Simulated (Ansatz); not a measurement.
The start is a randomly generated symmetric cell of Zn (space group No. 26). A full variable-cell relaxation at zero pressure is run with r2SCAN (plane waves to 500 eV, PAW, scalar-relativistic; Ansatz, a quantum-chemistry and plane-wave program). First-step values are on the input's coarse k-mesh.

Ansatz input (later rounds restart from its end on a renewed k-mesh):
Ansatz 0.2 input:
```yaml
crystal:
  lattice:
    - [2.4212643, 0, 0]
    - [0, 7.4397107, 0]
    - [0, 0, 3.9453405]
  atoms:
    - { symbol: Zn, position: [0.5, 0.67184448, 0.74507331] }
    - { symbol: Zn, position: [0.5, 0.32815552, 0.24507331] }
    - { symbol: Zn, position: [0.5, 0.40268714, 0.75898832] }
    - { symbol: Zn, position: [0.5, 0.59731286, 0.25898832] }
basis: { ecutwfc: 500, ecutrho_ratio: 4, xc_grid: 4, fft_grid_basis: typed }
kpoints: { mp_grid: { grid: [13, 5, 8] } }
hamiltonian:
  xc: r2scan
  dispersion: none
  pseudopotentials: { azcp: { folder: ./paw }, kind: paw }
scf: { occupations: { method: fermi_dirac, width: 0.05 } }
relax: { f_tol: 0.01, max_steps: 100, cell: { stress_tol: 0.02 } }
output: { forces: true, stress: true }
```

### Question
What pressure does the first self-consistent step give?

### Answer
+53.9 GPa (positive: the cell is compressed).

### Question
What is the largest force in the starting geometry, and on which atom (counted from 1)?

### Answer
8.40 eV/Å, on Zn1, Zn2 (atoms numbered as listed).

### Question
What symmetry does the relaxed structure have?

### Answer
The space group goes from Pmc2₁ (No. 26) to P6/mmm (No. 191), with 1 atom in the primitive cell.

### Question
How does the volume per atom move from start to end?

### Answer
-4.9 %, from 17.77 to 16.90 Å³/atom.

### Question
How do the shortest distances between atoms change?

### Answer
The closest pairs of elements (up to four, under 3.6 Å), start → end: Zn–Zn 2.00 → 2.53 Å.

### Question
Is the relaxed structure metallic? Give its gap.

### Answer
No gap (metallic).

### Question
What does it relax into? Give the structure.

### Answer

```cif
data_Zn
_chemical_formula_sum 'Zn1'
_space_group_name_H-M_alt 'P6/mmm'
_space_group_IT_number 191
_space_group_name_Hall '-P 6 2'
_cell_length_a 2.52551
_cell_length_b 2.52551
_cell_length_c 3.05884
_cell_angle_alpha 90.000
_cell_angle_beta 90.000
_cell_angle_gamma 120.000
loop_
_atom_site_label
_atom_site_type_symbol
_atom_site_symmetry_multiplicity
_atom_site_Wyckoff_symbol
_atom_site_fract_x
_atom_site_fract_y
_atom_site_fract_z
_atom_site_occupancy
Zn1 Zn 1 b 0.00000 0.00000 0.50000 1
```

Final values are on a 21×21×15 k-mesh of the relaxed cell. No spin polarisation in the result.

The run could not lose the symmetry of its start: the end is stationary, and may be a saddle point rather than a minimum.

The relaxed structure here is a generated cell of Zn: the first start was made by a random draw of sites in a space group, and the end was not matched to a known phase here, so it may be hypothetical. Known forms of Zn include space group No. 194.
